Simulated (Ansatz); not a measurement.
**Mg3CdSe4 (I4/mmm) at 2 levels of theory**

One geometry, relaxed with PBE; plane waves with PAW potentials in Ansatz, scalar-relativistic. No spin polarisation. Gaps are the least over mesh and band path; pressure is positive in compression.

```cif
data_structure
_symmetry_space_group_name_H-M 'I4/mmm'
_symmetry_Int_Tables_number 139
_cell_length_a 5.5723
_cell_length_b 5.5723
_cell_length_c 11.1665
_cell_angle_alpha 90.000
_cell_angle_beta 90.000
_cell_angle_gamma 90.000
_cell_volume 346.72
loop_
_atom_site_label
_atom_site_type_symbol
_atom_site_symmetry_multiplicity
_atom_site_Wyckoff_symbol
_atom_site_fract_x
_atom_site_fract_y
_atom_site_fract_z
_atom_site_occupancy
Mg1 Mg 2 b 0.50000 0.50000 0.00000 1
Mg2 Mg 4 d 0.00000 0.50000 0.25000 1
Cd1 Cd 2 a 0.00000 0.00000 0.00000 1
Se1 Se 4 e 0.50000 0.50000 0.24374 1
Se2 Se 4 c 0.00000 0.50000 0.00000 1
```

```json
{"level": "PBE", "cutoff (eV)": "420", "k mesh": "10×10×10", "gap (eV)": "0.28", "pressure (GPa)": "0.0"}
```

**Question.** What comes out on the same cell with r2SCAN?

**Answer.**
| level | cutoff (eV) | k mesh | gap (eV) | pressure (GPa) |
| --- | --- | --- | --- | --- |
| r2SCAN | 500 | 10×10×10 | 0.79 | -1.3 |

The structure comes from a generated guess; another structure or a mixture of phases may lie lower.
